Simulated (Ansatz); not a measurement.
BP:
Space group P6₄22 (No. 181); a = 3.2596 Å, b = 3.2596 Å, c = 6.9405 Å, α = 90.00°, β = 90.00°, γ = 120.00°

| atom | site | symmetry | x | y | z |
|---|---|---|---|---|---|
| B | 3c | 222 | 0.5000 | 0.0000 | 0.0000 |
| P | 3d | 222 | 0.5000 | 0.0000 | 0.5000 |

Relaxed at zero pressure with the program Ansatz at the PBEsol level (PAW).

Q: The volume is lowered by 6 % and shape and atoms relax at that volume. What pressure results, and how do the axes share the change?

A: 12.7 GPa; a -2.0 %, b -2.0 %, c -2.1 %; the energy rises by 24 meV/atom.

Q: Give the new structure.

A: 
Space group P6₄22 (No. 181); a = b = 3.1944 Å, c = 6.7932 Å, α = β = 90.00°, γ = 120.00°

```json
[
 {"atom": "B", "site": "3c", "symmetry": "222", "x": "0.5000", "y": "0.0000", "z": "0.0000"},
 {"atom": "P", "site": "3d", "symmetry": "222", "x": "0.5000", "y": "0.0000", "z": "0.5000"}
]
```

The phase is kept; no other phase was compared at this pressure.

Space group P6_422. The start of the workflow was typed in or built on a structure type; neither database checked (COD, Materials Project) lists it. It is not the phase usual at ambient conditions (space group No. 216). The PBEsol relaxation kept the symmetry of its start; of distortions, only those at the zone centre were tested.

Potentials: the later of the program's two PAW sets.
